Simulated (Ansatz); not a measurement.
Relaxed-ion elastic tensor of CsPbBr₃ in space group Pnma (No. 62; Pb on 4a, Cs on 4c, Br on 8d, Br on 4c) in GPa (Voigt order), r²SCAN (plane waves, PAW; program Ansatz); density 4.75 g/cm³, 40.56 Å³ per atom.

```
29.3  12.0  17.8   0.0   0.0   0.0
12.0  36.9  13.8   0.0   0.0   0.0
17.8  13.8  20.5   0.0   0.0   0.0
 0.0   0.0   0.0   5.9   0.0   0.0
 0.0   0.0   0.0   0.0  12.6   0.0
 0.0   0.0   0.0   0.0   0.0   6.9
```

Problem. Is the crystal mechanically stable?

Solution. Yes: the smallest eigenvalue of C is 5.9 GPa.

Problem. Work out the Voigt, Reuss and Hill averages.

Solution. K_V = 19.3, K_R = 18.5, K_H = 18.9; G_V = 8.0, G_R = 6.2, G_H = 7.1 GPa.

Problem. Give Young's modulus, Poisson's ratio, Pugh's ratio and the universal anisotropy index.

Solution. E = 9KG/(3K + G) = 18.8 GPa; ν = 0.33; K/G = 2.68 (ductile by the Pugh limit of 1.75); A_U = 5G_V/G_R + K_V/K_R − 6 = 1.49.

Problem. Estimate the sound speeds and the Debye temperature.

Solution. v_l = √((K + 4G/3)/ρ) = 2440 m/s, v_t = √(G/ρ) = 1220 m/s, mean 1370 m/s; Θ = (h/k)(3n/4πV)^(1/3) v_m = 119 K.

Problem. Solve the Christoffel equation for the three sound speeds along x, y, z.

Solution. Eigenvalues of C_ijkl n_j n_l equal ρv². In km/s, slowest first: x 1.20, 1.63, 2.48; y 1.12, 1.20, 2.79; z 1.12, 1.63, 2.08.

Problem. How much does each axis shrink under pressure?

Solution. Linear compressibilities β_i = Σ_j S_ij (j = 1 to 3): x 9.6, y 12, z 32 per TPa.

The cell was relaxed with r²SCAN under the symmetry of its start. Spin–orbit coupling is left out wherever it is not named.

Potentials: the later of the program's two PAW sets.
